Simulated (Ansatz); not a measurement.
A trial structure of Al4Cl was built thus: random cell by space group and Wyckoff sites (Cmmm, No. 65). Its size is a rough estimate.

```
Al Cl
1.0
     3.03476   -3.17234    0.00000
     3.03476    3.17234    0.00000
     0.00000    0.00000    5.74713
Al Cl
4 1
Direct
  0.70404 0.70404 0.33542
  0.29596 0.29596 0.33542
  0.70404 0.70404 0.66458
  0.29596 0.29596 0.66458
  0.00000 0.00000 0.50000
```

Computed with Ansatz, DFT PBE, scalar-relativistic, plane waves, PAW. Cutoff 420 eV, Gaussian smearing, Γ-centred meshes. Cell and atoms relax first on a coarse mesh and then on a finer one. In between, the cell is made exact in the group found at 0.06 Å. In metals the finer mesh still leaves noise of several meV/atom or more. The steps can't lower the symmetry of their start. No spin polarisation.

A guess keeps its type if space group and coordination stay and the shape of the cell changes little (axis ratios within about 15 %, angles within 6°); the volume may change.

Task: Does this structure survive the relaxation?

Result: It doesn't keep its type. The symmetry goes from Cmmm (No. 65) to P6/mmm (No. 191). The volume per atom grows by 2.0 %, from 22.1 to 22.6 Å³. The shortest distance goes from 1.89 Å (Al–Al) to 2.60 Å (Al–Al). Counting neighbours within 15 % of an atom's shortest distance, the start has Al 2, Cl 4 and the end Al 5, Cl 12. In detail, at the end around Al lie 2 Al at 2.60–2.65 Å, 3 Al at 2.88 Å and 3 Cl at 3.17 Å; Cl has 12 Al at 3.17 Å (long against covalent radii, as for large ions).

Space group P6/mmm (No. 191). a = 4.981 Å, b = 4.981 Å, c = 5.251 Å, α = 90.00°, β = 90.00°, γ = 120.00°
| atom | site | symmetry | x | y | z |
| --- | --- | --- | --- | --- | --- |
| Al | 4h | 3m. | 0.3333 | 0.6667 | 0.2476 |
| Cl | 1b | 6/mmm | 0.0000 | 0.0000 | 0.5000 |

Energies over the elements count from the elements' standard structures at the same level (Cl₂ as a molecule), with no fitted energy shifts.

Task: At what energy does it end?

Result: +0.24 eV/atom. It can't be a ground state, since the elements alone are lower.

The last run used a 12×12×8 mesh (in the run's order of axes) for its 5-atom cell and Gaussian smearing of 0.10 eV. Symmetry constrained the relaxation, so the result can be a saddle point. Another cell of Al4Cl relaxed alike, in I4/mmm, lies 179 meV/atom lower, so this cell isn't the stable form at this level.
